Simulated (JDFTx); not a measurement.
```json
{
 "surface": "Pt(111)",
 "bulk": "Pt, Fm-3m, lattice of mp-126 (not re-optimised)",
 "slab": "5 atoms in 5 planes, (1×1), 9.3 Å between the outermost planes",
 "in-plane cell": "2.788 × 2.788 Å, 6.73 Å²",
 "cell_height": "28.1 Å",
 "sampling": "8×8×1 k mesh, Fermi smearing 0.01 Ha, no spin polarisation"
}
```

Adsorbate: CH on both faces at 1.00 monolayer, started bridge and relaxed in vacuum, keeping the symmetry of the start.

Method: RPBE, GBRV ultrasoft potentials made for PBE, plane waves to 20/100 Ha, in JDFTx (a modified build). The adsorption energy per CH is [E(slab + 2 CH) − E(slab)]/2 − (E(CH4) − 3/2 E(H2)), with the gas molecules relaxed at the same level and slab energies taken as (E + F)/2, the usual estimate of zero smearing. In reaction energies these potentials put H₂ about 0.03 eV too high against large-basis PBE. Energies are static: no zero-point or thermal terms. Both faces are alike, and the cell allows no reconstruction beyond its size.

Predict the adsorption energy and the geometry, and the change of the work function.

2.32 eV. C sits 1.16 Å above the highest substrate atom, bound to 3 Pt at 1.98 Å; C–H is 1.10 Å. The work function goes from 5.48 to 2.56 eV. In CANDLE, water, 1 M NaF, at zero charge, the adsorption energy is 2.33 eV and the potential of zero charge moves from 0.76 to -2.11 V vs SHE (4.44 V convention).
